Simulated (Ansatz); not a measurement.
NaCl (rock salt, space group No. 225), LDA (plane waves, PAW; program Ansatz), all energies at zero smearing, with the estimated change up to a 700 eV cutoff added, with one set of potentials and settings (totals compare only within such a set). Cell of 2 atoms (1 Na, 1 Cl): -2514.334 eV.

| element | reference phase | E (eV/atom) |
|---|---|---|
| Na | Fm-3m, 1 atoms in the cell | -1466.6103 |
| Cl | Cmce, 4 atoms in the cell | -1044.0605 |

Formation energy per atom, worked out: (-2514.334 − 1×(-1466.6103) − 1×(-1044.0605))/2 = -1.832 eV/atom (-177 kJ per mol of atoms), at 0 K, without zero-point energy or fitted corrections.

The LDA relaxation kept the symmetry of its start; phonons on a q-mesh show no instability. The references are the lowest solids computed at this level, not always the standard phases (solids in place of the gases).

Potentials: the earlier of the program's two PAW sets.
